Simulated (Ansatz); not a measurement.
NaMgBr3 built on the cubic perovskite prototype, relaxed with r2SCAN in the plane-wave code Ansatz: the symmetry is Pm-3m (No. 221, cubic); a = 5.269 Å in the conventional setting, 29.25 Å³ an atom. Around Na lie 12 Br at 3.73 Å; around Mg lie 6 Br at 2.63 Å; around Br lie 2 Mg at 2.63 Å and 4 Na at 3.73 Å. The cell was then strained (x, y and z are the cube axes), with the atoms relaxed again; stress is positive in compression. Note: simulated data, non-magnetic, for a generated structure that need not be the stable one.

- Uniaxial +1.0 % along x, other directions held: r2SCAN's stress changes by -0.49 GPa along the strain and -0.17 GPa across it.
- Epitaxial strain of +1.0 % in the (001) plane: the free normal strain is -0.53 % and the in-plane stress changes by -0.56 GPa.

**Question.** Estimate C₁₁, C₁₂ and the bulk modulus from the uniaxial step.

**Answer.** With compression positive, C₁₁ ≈ −Δσ∥/ε = (+0.49)/(+0.0100) = 49 GPa and C₁₂ ≈ (+0.17)/(+0.0100) = 17 GPa; B = (C₁₁ + 2C₁₂)/3 = 28 GPa. A one-sided step carries third-order terms: it reads low by some per cent.

**Question.** What do the film's normal strain and stress say about the elastic constants?

**Answer.** ε⊥/ε∥ = (-0.0053)/(+0.0100) = -0.53, which linear elasticity sets to −2C₁₂/C₁₁ = -0.69 from the uniaxial step. The biaxial modulus is M = −Δσ/ε∥ = 56 GPa (C₁₁ + C₁₂ − 2C₁₂²/C₁₁ = 54 GPa).

**Question.** How much elastic energy does the film store, with 29.25 Å³ an atom?

**Answer.** u = M ε∥² = −Δσ ε∥ = +0.56 × (+0.0100) = 0.0056 GPa, and 1 GPa Å³ is 6.2415 meV: 1.02 meV an atom. The total energies of the two runs differ by 0.99 meV an atom.
